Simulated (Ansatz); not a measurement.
Run on fcc Ag (111), 4 layers: DFT, PBE, all-electron LAPW, scalar-relativistic (Ansatz 0.2.0). This run: no images along the normal.

The slab is cut from a bulk crystal relaxed on PAW files (its atoms may have been relaxed since).

Command: `ansatz run input.yaml --threads 1 --pin off --max-ram 3584MiB --backend cpu --events-out ev --progress --plain --runs-dir out` It took 35 s on 1 thread of Intel(R) Xeon(R) 6975P-C (Granite Rapids) (shared host), peak memory 0.68 GiB.

```yaml
crystal:
  lattice:
    - [2.932282945, 0.0, 0.0]
    - [-1.4661414725, 2.5394315215, 0.0]
    - [0.0, 0.0, 23.1826]
  atoms:
    - { symbol: Ag, position: [0.0, 0.0, 0.3462808475] }
    - { symbol: Ag, position: [0.3333333333, 0.6666666667, 0.4490450075] }
    - { symbol: Ag, position: [0.6666666667, 0.3333333333, 0.5509549916] }
    - { symbol: Ag, position: [0.0, 0.0, 0.6537191526] }
  periodic: [true, true, false]
kpoints:
  mp_grid: { grid: [14, 14, 1] }
scf:
  occupations: { method: fermi_dirac, width: 0.05 }
hamiltonian:
  xc: pbe
  pseudopotentials: { kind: all_electron, lapw: { basis_error: 0.001 } }
output:
  forces: true
  stress: true
  eigenvalues: true
```

Output:

```
Warning: crystal.periodic: the lattice vector that does not repeat stood 0.000° off the slab's normal, 23.183 Å along it as the deck builds it. The run solves the slab on a vector along the normal, 38.054 Å long, with every atom where it was (on the deck's vector they left 16.06 Å outside them, and the widest stretch free of ions among them is 2.38 Å). A fractional position that the run reports is one of the run's cell, which starts as this one, and not of the deck's: it goes into a deck with that cell's vectors. The slab on that cell runs as it stands in a deck that lists each atom with its symbol and moment, types crystal.periodic and leaves out crystal.checkpoint, crystal.saddle_side, crystal.structure_sha256, crystal.space_group, crystal.setting, crystal.reduce_to_primitive, crystal.supercell, crystal.defects and each atom's wyckoff. Where those keys changed the vectors of the plane, lay the indices of each lattice_plane and lattice_line anew on these rows. Along the normal they count this vector already. An outside_sphere can name other atoms there (type this run's as sites). In the order of the run's atom list the slab is: crystal.lattice: [[2.932282945, 0.0, 0.0], [-1.4661414725, 2.5394315215, 0.0], [0.0, -0.0, 38.05443850362252]]; position: [0.0, 0.0, 0.21095280053834767]; position: [0.3333333333, 0.6666666667, 0.27355628410805577]; position: [0.6666666666999999, 0.3333333333, 0.33563940739922626]; position: [0.0, 0.0, 0.39824289157813003];
crystal.periodic: the lattice vector that does not repeat stood 0.000° off the slab's normal, 23.183 Å along it as the deck builds it. The run solves the slab on a vector along the normal, 38.054 Å long, with every atom where it was (on the deck's vector they left 16.06 Å outside them, and the widest stretch free of ions among them is 2.38 Å). A fractional position that the run reports is one of the run's cell, which starts as this one, and not of the deck's: it goes into a deck with that cell's vectors. The slab on that cell runs as it stands in a deck that lists each atom with its symbol and moment, types crystal.periodic and leaves out crystal.checkpoint, crystal.saddle_side, crystal.structure_sha256, crystal.space_group, crystal.setting, crystal.reduce_to_primitive, crystal.supercell, crystal.defects and each atom's wyckoff. Where those keys changed the vectors of the plane, lay the indices of each lattice_plane and lattice_line anew on these rows. Along the normal they count this vector already. An outside_sphere can name other atoms there (type this run's as sites). In the order of the run's atom list the slab is: crystal.lattice: [[2.932282945, 0.0, 0.0], [-1.4661414725, 2.5394315215, 0.0], [0.0, -0.0, 38.05443850362252]]; position: [0.0, 0.0, 0.21095280053834767]; position: [0.3333333333, 0.6666666667, 0.27355628410805577]; position: [0.6666666666999999, 0.3333333333, 0.33563940739922626]; position: [0.0, 0.0, 0.39824289157813003];
LAPW: plane waves up to 7.887 Å⁻¹, error target 1.0e-3 eV per atom; small_component_spin mean_spin; Ag in spheres of 1.453 Å, 19 of its electrons in bands, Dirac shells [] (how accurate: hamiltonian.pseudopotentials.lapw.basis_error, Limitations)
Engine: ansatz 0.2.0
Pseudopotentials: kind: all_electron
Pseudopotential: Ag, LAPW, valence charge 19, lapw/all_electron/scalar/gaussian/Ag, Koelling and Harmon's equation, gaussian nucleus
Functional definition: PBE
  parameter kappa = 0.804
  parameter beta = 0.06672455060314922
  exchange = pbe_x(kappa = kappa, mu = beta*pi^2/3)
  correlation = pbe_c(beta = beta)
Crystal: 4 atoms, lattice volume = 283.366 Å³
Basis set: ecut = 237.0053215916092 eV, 2411 PW (Γ), exchange–correlation at level 2
Bands: 46, of which v1, the nominal top of the filled ones, is band 38 counted from 1 (37 counted from 0)
Symmetry: 12 space group operations
Space group: P-3m1 (ITA 164), of the structure as read, at distance tolerance 6.6e-5 Å
k-points: 24 of 196
Non-local potential: Ag, projectors of the file, none
Initial density: superposition of atomic densities (neutral atoms: chi_scale 0, normalization atom)
Initial wavefunctions: plane waves of lowest kinetic energy (no species holds an atomic orbital)
Functional: x = pbe(κ = 0.804, μ = 0.2195149727645171), c = pbe(β = 0.06672455060314922)
iter 1 solved again at ethr=5.43e-4 eV; its pass at ethr=1.00e-1 eV (dr2=4.13e-1 eV) is discarded
SCF iter   1: F=—  HF=-578625.306615 eV  |F-HF|=—  |Δ(HF+E_count)|=         —  Δρ=9.62e-3  dr2=4.23e-1  ethr=5.43e-4  ⟨swp⟩=3.2  Hψ=7729  notcnv=0
preconditioner: auto → LDOS  [metal: Δε(μ)=0.064 eV  Ē_g=8.731 eV  σ=0.050 eV  W_gap=0.29  n_scr=26 (ndim 8)  ℏωp=14.6 eV  f_vac=0.715  D(μ)=1.15/eV (n_scr^D=10)  β→1.0]
SCF iter   2: F=—  HF=-578626.318389 eV  |F-HF|=—  |Δ(HF+E_count)|=    1.01e0  Δρ=5.37e-3  dr2=1.97e-1  ethr=5.43e-4  ⟨swp⟩=3.0  Hψ=3997  notcnv=0
iter 3 solved again at ethr=1.69e-5 eV; its pass at ethr=2.60e-4 eV (dr2=1.29e-2 eV) is discarded
SCF iter   3: F=—  HF=-578624.641439 eV  |F-HF|=—  |Δ(HF+E_count)|=    1.68e0  Δρ=1.54e-3  dr2=1.28e-2  ethr=1.69e-5  ⟨swp⟩=2.0  Hψ=6032  notcnv=0
SCF iter   4: F=—  HF=-578624.525468 eV  |F-HF|=—  |Δ(HF+E_count)|=   1.16e-1  Δρ=4.94e-4  dr2=9.09e-4  ethr=1.69e-5  ⟨swp⟩=3.0  Hψ=3839  notcnv=0
SCF iter   5: F=—  HF=-578624.525294 eV  |F-HF|=—  |Δ(HF+E_count)|=   1.73e-4  Δρ=2.28e-4  dr2=4.50e-4  ethr=1.20e-6  ⟨swp⟩=3.0  Hψ=3603  notcnv=0
SCF iter   6: F=—  HF=-578624.525041 eV  |F-HF|=—  |Δ(HF+E_count)|=   2.54e-4  Δρ=7.47e-5  dr2=1.84e-5  ethr=5.93e-7  ⟨swp⟩=3.0  Hψ=3337  notcnv=0
SCF iter   7: F=—  HF=-578624.525059 eV  |F-HF|=—  |Δ(HF+E_count)|=   1.84e-5  Δρ=1.80e-5  dr2=2.05e-6  ethr=2.42e-8  ⟨swp⟩=3.0  Hψ=3292  notcnv=0
SCF iter   8: F=—  HF=-578624.525059 eV  |F-HF|=—  |Δ(HF+E_count)|=   1.15e-7  Δρ=8.50e-6  dr2=2.54e-7  ethr=2.70e-9  ⟨swp⟩=3.0  Hψ=3261  notcnv=0
SCF iter   9: F=-578624.525059 eV  HF=-578624.525059 eV  |F-HF|=1.56e-8  |Δ(HF+E_count)|=   2.36e-7  Δρ=3.14e-6  dr2=5.56e-8  ethr=3.34e-10  ⟨swp⟩=3.0  Hψ=3194  notcnv=0
SCF 1 converged in 9 iterations: F = -578624.525059 eV  dr2 = 5.56e-8
SCF converged after 9 iterations
Free energy (F): -578624.525059 eV
Harris-Foulkes:  -578624.525059 eV  (|F-HF|=1.56e-8)
Internal energy: -578624.517520 eV  (E = F + TS)
E sigma→0 (E₀):  -578624.521290 eV
Entropy (-TS):   -0.007539 eV (-1.885 meV/atom)
Fermi energy:    -4.473418 eV
--- Per-component energies (eV) ---
  E_band       = -2577.209871
  E_kinetic    = 604988.484369
  E_xc         = -16265.164690
  E_electrostatic = -1167347.837199  (all electrons and nuclei)
  E_smearing   = -0.007539  (= −TS)
  E_closure    = 0.000000  (closes the sum)
  E_atoms      = -578614.338189  (free atoms, spherical and without spin; not in F)
  Σ components = -578624.525059   (vs F -578624.525059, Δ=0.00e0)
  Basis errors (estimates in eV, not in F): energy 3.2e-4 per atom: plane waves 2.8e-4 (1.5e-4 summed), levels above the bands 1.2e-62, relativity 5.9e-8, radial functions 4.5e-5, core shells 4.0e-7; eigenvalues (radial functions only) 9.7e-7; not estimated: angular momenta, meshes, grids; target (lapw.basis_error) 1.0e-3; muffin-tin radii Ag 1.453 Å
--- Forces (eV/Å), atoms counted from 1 ---
  atom   1  Ag     0.00000000    -0.00000000     0.00917875
  atom   2  Ag     0.00000000    -0.00000000    -0.00265521
  atom   3  Ag    -0.00000000     0.00000000     0.00265521
  atom   4  Ag    -0.00000000     0.00000000    -0.00917875
  max |Σ_I F_I| component: 1.16e-18 eV/Å
--- 2D stress c σ (N/m, compression-positive) ---
       -1.486736      -0.000000      -0.000000
       -0.000000      -1.486736      -0.000000
        0.000000       0.000000       0.000000
  P = ½ c Tr σ = -1.4867 N/m
--- Band table (eV; the first three rows and the last of 24) ---
  k-point 0: bands = ["-96.3044", "-96.2965", "-96.1210", "-96.1210", "-59.8289", "-59.7558", "-59.7250", "-59.7250", "-59.7130", "-59.7130", "-59.5780", "-59.5757", "-59.5545", "-59.5545", "-59.5545", "-59.5545", "-11.5851", "-10.7083", "-10.4463", "-10.2886", "-9.0704", "-9.0440", "-9.0440", "-9.0053", "-9.0053", "-8.9193", "-8.8092", "-8.8092", "-8.7595", "-8.7595", "-8.1133", "-8.1133", "-7.9876", "-7.9876", "-7.6848", "-7.6788", "-7.6788", "-7.4300", "-7.4300", "-5.3463", "-4.0986", "-0.4442", "-0.1661", "0.6039", "0.9036", "1.6692"]
  k-point 1: bands = ["-96.3038", "-96.2961", "-96.1206", "-96.1206", "-59.8275", "-59.7568", "-59.7291", "-59.7265", "-59.7183", "-59.7142", "-59.5774", "-59.5754", "-59.5596", "-59.5596", "-59.5558", "-59.5558", "-11.4513", "-10.5870", "-10.3548", "-10.1880", "-9.1400", "-9.0909", "-9.0693", "-8.9776", "-8.9567", "-8.8557", "-8.8482", "-8.7791", "-8.7479", "-8.6968", "-8.2549", "-8.1540", "-8.1103", "-7.9770", "-7.7750", "-7.7373", "-7.6785", "-7.4252", "-7.1874", "-5.1559", "-3.8203", "-0.3430", "-0.0445", "0.7099", "1.0226", "1.7752"]
  k-point 2: bands = ["-96.3023", "-96.2951", "-96.1193", "-96.1193", "-59.8235", "-59.7618", "-59.7390", "-59.7326", "-59.7307", "-59.7174", "-59.5761", "-59.5753", "-59.5738", "-59.5730", "-59.5595", "-59.5595", "-11.0771", "-10.2839", "-10.1129", "-9.9365", "-9.3337", "-9.1908", "-9.1370", "-8.9151", "-8.8717", "-8.8425", "-8.7870", "-8.7463", "-8.5802", "-8.5614", "-8.5206", "-8.2372", "-8.2028", "-8.0081", "-7.9702", "-7.7588", "-7.6789", "-7.4129", "-6.7272", "-4.6683", "-3.1018", "-0.0401", "0.3205", "1.0316", "1.3797", "2.0993"]
  k-point 23: bands = ["-96.2904", "-96.2897", "-96.1108", "-96.1108", "-59.8130", "-59.8095", "-59.7984", "-59.7810", "-59.7624", "-59.7591", "-59.6338", "-59.6334", "-59.6187", "-59.6184", "-59.5679", "-59.5677", "-9.9510", "-9.8228", "-9.7442", "-9.5655", "-9.5395", "-9.3254", "-9.2795", "-8.9611", "-8.9088", "-8.7518", "-8.6931", "-8.5175", "-8.4639", "-8.2568", "-8.0649", "-8.0169", "-7.7111", "-7.5489", "-7.4935", "-7.4315", "-1.7591", "-1.5688", "-0.8873", "-0.5612", "0.1042", "0.5530", "1.0557", "1.2791", "2.1729", "2.5289"]
  the weakly bound empty levels are not read free of the cell's end (augmented_plane_waves)
```
